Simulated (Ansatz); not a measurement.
Given:

GePd:
Space group P6/mmm (No. 191); a = 5.4607 Å, b = 5.4607 Å, c = 3.9398 Å, α = 90.00°, β = 90.00°, γ = 120.00°

| atom | site | symmetry | x | y | z |
|---|---|---|---|---|---|
| Pd | 3f | mmm | 0.0000 | 0.5000 | 0.0000 |
| Ge | 1a | 6/mmm | 0.0000 | 0.0000 | 0.0000 |
| Ge | 2d | -6m2 | 0.3333 | 0.6667 | 0.5000 |

This is the LDA-relaxed structure.

Question: All from the program Ansatz at the LDA level (PAW), unless another level is named. Give the electronic character.

Answer: metallic (no gap).

Question: What about the density of states at the Fermi level?

Answer: 0.56 states/eV per atom (mean over ±0.08 eV).

Question: Predict the formation energy from the elements (no fitted shifts).

Answer: -0.23 eV/atom.

A made-up cell: these elements were put on the sites of a structure type; neither database checked (COD, Materials Project) lists it. COD files the formula under space group No. 62, so this cell is another polymorph or a model. Its standing as an ambient phase is unchecked. The LDA relaxation kept the symmetry of its start. At this level the phase is dynamically unstable (imaginary phonons). The run is not spin-polarised. The references are the lowest solids computed at this level, not always the standard phases. Spin–orbit coupling is left out wherever it is not named.

Potentials: the later of the program's two PAW sets.
